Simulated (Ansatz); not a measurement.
Method: Ansatz 0.2.0, DFT PBE, scalar-relativistic, plane waves, PAW. Settings: cutoff 420 eV, Γ-centred meshes spaced at most about 0.3 Å⁻¹, and about 0.25 Å⁻¹ or finer for metals (2π included), Gaussian smearing. No spin polarisation in the final relaxations.

These are static total energies at zero pressure.

Compare these two cells of CaLa2Cd3, each relaxed at this level.

A.

```xyz
6
Lattice="6.5752 0.0000 0.0000 -3.2876 5.6943 0.0000 0.0000 0.0000 5.4909" Properties=species:S:1:pos:R:3 pbc="T T T"
Ca    0.0000    0.0000    0.0000
La    0.0000    3.7962    0.0000
La    3.2876    1.8981    0.0000
Cd    3.2876    0.0000    2.7455
Cd    1.6438    2.8472    2.7455
Cd   -1.6438    2.8472    2.7455
```

B.

```xyz
6
Lattice="6.5318 0.0000 0.0000 -3.2659 5.6567 0.0000 0.0000 0.0000 5.5088" Properties=species:S:1:pos:R:3 pbc="T T T"
Ca    0.0000    0.0000    2.7544
La    0.0000    3.7712    0.0000
La    3.2659    1.8856    0.0000
Cd    3.2659    0.0000    2.7544
Cd   -1.6330    2.8284    2.7544
Cd    1.6330    2.8284    2.7544
```

**Question.** Which would you expect to be lower, and how large is the difference?

**Answer.** B is lower, by 72 meV/atom. A has space group P6/mmm (No. 191), 34.3 Å³/atom and no gap on its mesh; B has space group P6/mmm (No. 191), 33.9 Å³/atom and no gap. Counting all near atoms (those within 1.25 times the shortest distance at each site; a plus sign parts nearer from farther groups), A has Ca 6+12, La 6+6, Cd 8 and B has Ca 6, La 6+3, Cd 10. In A, Ca is surrounded by 6 La at 3.80 Å and 12 Cd at 4.28 Å; around La lie 6 Cd at 3.34 Å, 3 Ca at 3.80 Å and 3 La at 3.80 Å; Cd is surrounded by 4 Cd at 3.29 Å, 4 La at 3.34 Å and 4 Ca at 4.28 Å. In B, Ca is surrounded by 6 Cd at 3.27 Å; La is surrounded by 6 Cd at 3.34 Å and 3 La at 3.77 Å; around Cd lie 2 Ca at 3.27 Å, 4 Cd at 3.27 Å and 4 La at 3.34 Å. Both come from invented guesses. A third cell relaxed alike, in R-3m, lies 132 meV/atom below the lower of the two.

A magnetic state wasn't ruled out in cells without spin, among them P6/mmm at 34.3 Å³/atom. Cells relaxed within their symmetry can be saddle points.
